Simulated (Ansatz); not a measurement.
LiIn:
```yaml
crystal:
  lattice:
    - [0.00000, 3.41246, 3.41246]
    - [3.41246, 0.00000, 3.41246]
    - [3.41246, 3.41246, 0.00000]
  atoms:
    - { symbol: In, position: [0.50000, 0.50000, 0.50000] }
    - { symbol: In, position: [0.75000, 0.75000, 0.75000] }
    - { symbol: Li, position: [0.00000, 0.00000, 0.00000] }
    - { symbol: Li, position: [0.25000, 0.25000, 0.25000] }
```

Relaxed with r²SCAN.

**Question.** Map the valence electron density (e/Å³), cut off at 2 on the plane through (0.500, 0.500, 0.500) spanned by u = [1, 0, 0] and v = [-1, 1, 1] in lattice vectors, from r²SCAN (plane waves, PAW; program Ansatz).

**Answer.** x is the fraction of u, y of v (the angle between them is 90°; rows are the nearest grid lines); atoms in the plane: In at (0.00, 0.00), In at (0.50, 0.25), Li at (0.00, 0.50), Li at (0.50, 0.75).
```
y \ x   0.000  0.0833  0.167  0.292  0.375  0.458  0.542  0.625  0.708  0.833  0.917   1.00
------  -----  ------  -----  -----  -----  -----  -----  -----  -----  -----  -----  -----
1.00     2.00    2.00   1.23  0.178  0.119  0.102  0.102  0.119  0.178   1.23   2.00   2.00
0.912    2.00    1.84  0.485  0.123  0.075  0.058  0.058  0.075  0.123  0.485   1.84   2.00
0.853   0.481   0.364  0.201  0.088  0.063  0.089  0.087  0.064  0.088  0.201  0.364  0.481
0.765   0.116   0.106  0.085  0.056  0.279   2.00   2.00  0.281  0.056  0.085  0.106  0.116
0.706   0.072   0.068  0.058  0.045  0.132   2.00   2.00  0.130  0.045  0.058  0.068  0.072
0.618   0.067   0.053  0.042  0.041  0.045  0.053  0.053  0.045  0.041  0.042  0.052  0.067
0.529    2.00    1.64  0.059  0.057  0.070  0.078  0.078  0.070  0.056  0.060   1.64   2.00
0.471    2.00    1.64  0.069  0.082  0.109  0.131  0.131  0.109  0.082  0.068   1.64   2.00
0.382   0.067   0.060  0.076  0.172  0.359  0.673  0.673  0.359  0.172  0.076  0.061  0.067
0.294   0.072   0.081  0.115  0.410   2.00   2.00   2.00   2.00  0.410  0.114  0.081  0.072
0.235   0.116   0.121  0.149  0.481   2.00   2.00   2.00   2.00  0.481  0.149  0.121  0.116
0.147   0.482   0.374  0.256  0.295  0.684   1.78   1.78  0.684  0.295  0.256  0.375  0.482
0.0882   2.00    1.84  0.506  0.226  0.248  0.321  0.321  0.248  0.226  0.506   1.83   2.00
0.000    2.00    2.00   1.23  0.178  0.119  0.102  0.102  0.119  0.178   1.23   2.00   2.00
```

The density is the valence pseudo-density with augmentation charge, so density and ELF within about 1 Å of a nucleus are not all-electron values.

Space group Fd-3m. The workflow started from an entry of the Crystallography Open Database (COD). Whether it is the stable phase at ambient conditions was not checked. The r²SCAN relaxation kept the symmetry of its start; whether a distortion lowers the energy is not shown.

Potentials: the later of the program's two PAW sets.
